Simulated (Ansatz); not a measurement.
Ni:
```xyz
1
Lattice="0.0000 1.7593 1.7593 1.7593 0.0000 1.7593 1.7593 1.7593 0.0000" Properties=species:S:1:pos:R:3 pbc="T T T"
Ni     0.0000     0.0000     0.0000
```
Starting moments (μB, in the order of the atoms Ni): 0.7.

Relaxed with PBE.

### Question
Which orbitals make up the states near the Fermi level in PBE in the plane-wave PAW code Ansatz?

### Answer
Within 0.5 eV of the Fermi level: Ni 3d 94 %. Projections are on Löwdin-orthogonalised atomic valence shells; empty p or d shells of many metals are not among them.

### Question
Tabulate the density of states.

### Answer
States/eV per cell of 1 atom, in 0.25 eV bins, energy from the Fermi level.

```csv
E (eV),total,Ni 3d,Ni 4s
-7.85,0.08,0.00,0.08
-7.60,0.09,0.00,0.09
-7.35,0.10,0.00,0.10
-7.10,0.11,0.00,0.11
-6.85,0.13,0.01,0.12
-6.60,0.14,0.01,0.13
-6.35,0.15,0.01,0.14
-6.10,0.17,0.02,0.15
-5.85,0.19,0.03,0.16
-5.60,0.22,0.05,0.17
-5.35,0.26,0.07,0.19
-5.10,0.33,0.12,0.20
-4.85,0.50,0.25,0.23
-4.60,0.76,0.49,0.25
-4.35,0.99,0.72,0.25
-4.10,1.30,1.07,0.21
-3.85,1.50,1.32,0.15
-3.60,1.45,1.32,0.09
-3.35,1.70,1.59,0.05
-3.10,1.76,1.66,0.04
-2.85,2.03,1.91,0.05
-2.60,2.11,1.98,0.06
-2.35,2.76,2.60,0.07
-2.10,2.46,2.31,0.07
-1.85,2.32,2.17,0.07
-1.60,2.68,2.56,0.06
-1.35,2.58,2.47,0.05
-1.10,2.29,2.22,0.04
-0.85,2.96,2.90,0.04
-0.60,3.03,2.97,0.04
-0.35,1.27,1.20,0.05
-0.10,1.44,1.37,0.06
0.15,1.97,1.88,0.07
0.40,0.71,0.60,0.08
0.65,0.35,0.23,0.09
0.90,0.33,0.19,0.10
1.15,0.32,0.16,0.10
1.40,0.31,0.14,0.10
1.65,0.29,0.12,0.10
1.90,0.29,0.11,0.10
2.15,0.28,0.09,0.10
2.40,0.28,0.08,0.10
2.65,0.27,0.07,0.09
2.90,0.26,0.06,0.08
3.15,0.24,0.05,0.08
3.40,0.23,0.05,0.07
3.65,0.22,0.04,0.06
3.90,0.21,0.03,0.06
4.15,0.19,0.03,0.05
4.40,0.18,0.03,0.04
4.65,0.17,0.02,0.04
```

Space group Fm-3m (fcc (Cu type)). The PBE relaxation kept the symmetry of its start. The final state is ferromagnetic, chosen from 3 collinear starts compared on coarse meshes (ties went to the first, and starts can fall back to one state), not a proven ground state. Textbook magnetic order: ferromagnetic.

Potentials: the later of the program's two PAW sets.
